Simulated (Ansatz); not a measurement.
Level of theory: DFT PBE, scalar-relativistic, plane waves, PAW in Ansatz 0.2.0. Cutoff 420 eV, Γ-centred meshes of about 0.25 Å⁻¹ or finer for metals and 0.3 Å⁻¹ for insulators (2π included), Gaussian smearing. No spin polarisation.

Relaxed structures of Ga2Ge2O3, with energies over the first row. Coordination counts O atoms around Ga and Ge (those within 1.25 times the shortest such distance or 1.15 times the sum of covalent radii; a plus sign parts nearer from farther groups; the shortest distance is added where it is long for a bond).

```json
{"#": "1", "form": "I2_13", "sites": "Ga 8a; Ge 8a; O 12b", "V (Å³/atom)": "23.0", "coordination": "Ga 3 from 2.3 Å, Ge 3", "ΔE (meV/atom)": "0"}
{"#": "2", "form": "Cmm2", "sites": "Ga 4e; Ge 4d; O 4c, 2a", "V (Å³/atom)": "14.7", "coordination": "Ga 2+1, Ge 1+2", "ΔE (meV/atom)": "56"}
```

A further structure, relaxed alike:

```cif
data_structure
_symmetry_space_group_name_H-M 'P-3m1'
_symmetry_Int_Tables_number 164
_cell_length_a 3.0141
_cell_length_b 3.0141
_cell_length_c 14.7130
_cell_angle_alpha 90.000
_cell_angle_beta 90.000
_cell_angle_gamma 120.000
_cell_volume 115.75
loop_
_atom_site_label
_atom_site_type_symbol
_atom_site_symmetry_multiplicity
_atom_site_Wyckoff_symbol
_atom_site_fract_x
_atom_site_fract_y
_atom_site_fract_z
_atom_site_occupancy
Ga1 Ga 2 d 0.33333 0.66667 0.09628 1
Ge1 Ge 2 d 0.66667 0.33333 0.42347 1
O1 O 2 d 0.66667 0.33333 0.14752 1
O2 O 1 a 0.00000 0.00000 0.00000 1
```

Q: Where does it fall in the ranking, and at what energy?

A: It is the lowest, 164 meV/atom below row 1, with space group P-3m1 (No. 164) and 16.5 Å³/atom. Counting O atoms around Ga and Ge, this cell has Ga 3+3, Ge 1+6 from 4.1 Å and row 1 has Ga 3 from 2.3 Å, Ge 3. Ga is surrounded by 3 O at 1.90 Å and 3 O at 2.24 Å; Ge has 9 Ge at 2.85–3.01 Å; O on a site of symmetry 3m is surrounded by 3 Ga at 1.90 Å; O on a site of symmetry -3m is surrounded by 6 Ga at 2.24 Å.

No dispersion correction is applied, so the spacing and binding between layers, chains or molecules are poorly described (P-3m1), and this can change margins and order among such cells. With atoms moved at random, the further cell (by 29 meV/atom) fell into a lower structure. Row 1 and row 2 had no clear such test and can be saddle points. Some structure types and database cells were kept out of the candidates from the start, so a known form may be missing.
